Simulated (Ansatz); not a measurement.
BiTe in space group R-3m (No. 166; Bi on 3b, Te on 3a) under volume change, plane-wave PAW LDA (Ansatz code), shape and atoms relaxed at each volume.

| V (Å³/atom) | E − E(relaxed) (meV/atom) | P (GPa) |
|---|---|---|
| 28.406 | 44.5 | 5.13 |
| 29.342 | 19.5 | 3.35 |
| 30.279 | 4.8 | 1.69 |
| 31.215 | 0.0 | 0.00 |
| 32.152 | 4.3 | -1.42 |
| 33.088 | (withheld) | (withheld) |
| 34.025 | (withheld) | (withheld) |

Question: Fill in the missing entries.

Answer: 
- 33.088, E − E(relaxed) (meV/atom): 16.0
- 33.088, P (GPa): -2.59
- 34.025, E − E(relaxed) (meV/atom): 34.3
- 34.025, P (GPa): -3.66

Question: What does a third-order Birch–Murnaghan fit give for V₀, B₀ and B′?

Answer: V₀ = 31.25 Å³/atom, B₀ = 48.6 GPa, B′ = 2.4.

The workflow started from a Materials Project entry (that database holds measured and hypothetical structures alike); the Crystallography Open Database copy checked does not list it. COD files the formula under space group No. 164, 225. Its standing as an ambient phase is unchecked. The cell was relaxed with LDA under the symmetry of its start; its stability against distortions is not shown here. Scalar-relativistic: spin–orbit coupling is off unless named, which matters more the heavier the elements.

Potentials: the later of the program's two PAW sets.
